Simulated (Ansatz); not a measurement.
Ta, DFT, PBEsol, all-electron PAW with datasets made for the crystal, scalar-relativistic (Ansatz 0.2.0), run on 1 thread of Intel(R) Xeon(R) Platinum 8488C (Sapphire Rapids) on a shared host.

The geometry is COD entry 1534932, unchecked; take it as a test cell.

Command: `ansatz run input.yaml --threads 1 --pin off --max-ram 3072MiB --backend cpu --events-out ev --progress --plain --runs-dir out`

```yaml
crystal:
  lattice:
    - [0.0, 2.11, 2.11]
    - [2.11, 0.0, 2.11]
    - [2.11, 2.11, 0.0]
  atoms:
    - { symbol: Ta, position: [0.0, 0.0, 0.0] }
kpoints:
  mp_grid: { grid: [17, 17, 17] }
  band_path:
    path:
      - [0.0, 0.0, 0.0]
      - [0.5, 0.0, 0.5]
      - [0.625, 0.25, 0.625]
      - [0.375, 0.375, 0.75]
      - [0.0, 0.0, 0.0]
      - [0.5, 0.5, 0.5]
      - [0.5, 0.25, 0.75]
      - [0.5, 0.0, 0.5]
    npoints: 8
scf:
  occupations: { method: fermi_dirac, width: 0.05 }
hamiltonian:
  xc: pbesol
  pseudopotentials: { kind: all_electron, datasets: crystal }
output:
  forces: true
  stress: true
  eigenvalues: true
  efg: { contact_densities: true }
```

Question: How large is the problem that the program sets up?

Answer: 165 irreducible k-points, 169 plane waves at Γ, 11 bands.

Question: About how long does it take, and how much memory does it use?

Answer: 15 s of wall time for 7 SCF iterations, with a peak of 0.56 GiB. Times on shared machines scatter by tens of per cent.

Question: And the same cell and mesh by LAPW (all electrons), asked for forces, stress, eigenvalues, populations, dos and the same band path, on the same hardware?

Answer: 17 s, peak memory 0.42 GiB.

Question: And the same cell and mesh by PAW with the default files, asked for forces, stress, eigenvalues, efg, populations, bader, dos, write_density, write_potential, elf and the same band path, on the same hardware?

Answer: 7.3 s, peak memory 0.43 GiB.
